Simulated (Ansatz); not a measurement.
The relaxed structure here is a generated cell of SnO2: the first start was made by placing the elements on the sites of a structure type, and the end was not matched to a known phase here, so it may be hypothetical. Known forms of SnO2 include space group No. 136.

The end point of a relaxation of SnO2. Space group P6₂22 (No. 180), AFLOW prototype A2B_hP9_180_j_c (C8, as in SiO2). Calculation: r2SCAN (plane waves to 500 eV, PAW, scalar-relativistic; Ansatz, a program for electronic structure).

```cif
data_O6Sn3
_chemical_formula_sum 'Sn3 O6'
_space_group_name_H-M_alt 'P6222'
_space_group_IT_number 180
_space_group_name_Hall 'P 62 2 (0 0 4)'
_cell_length_a 5.98944
_cell_length_b 5.98944
_cell_length_c 6.58416
_cell_angle_alpha 90.000
_cell_angle_beta 90.000
_cell_angle_gamma 120.000
loop_
_atom_site_label
_atom_site_type_symbol
_atom_site_symmetry_multiplicity
_atom_site_Wyckoff_symbol
_atom_site_fract_x
_atom_site_fract_y
_atom_site_fract_z
_atom_site_occupancy
Sn1 Sn 3 c 0.50000 0.00000 0.00000 1
O1 O 6 j 0.40186 0.20093 0.16667 1
```

Task: What band gap does r2SCAN give?

Result: 2.62 eV, indirect (valence top at M, conduction bottom at Γ) (no spin-orbit coupling).

Task: What smallest direct gap does r2SCAN give?

Result: 2.67 eV at Γ.

No spin polarisation in the result.

The run could not lower the symmetry of its start; a shaken copy of this end point relaxes with r2SCAN to C2/m (No. 12), 310 meV/atom lower.
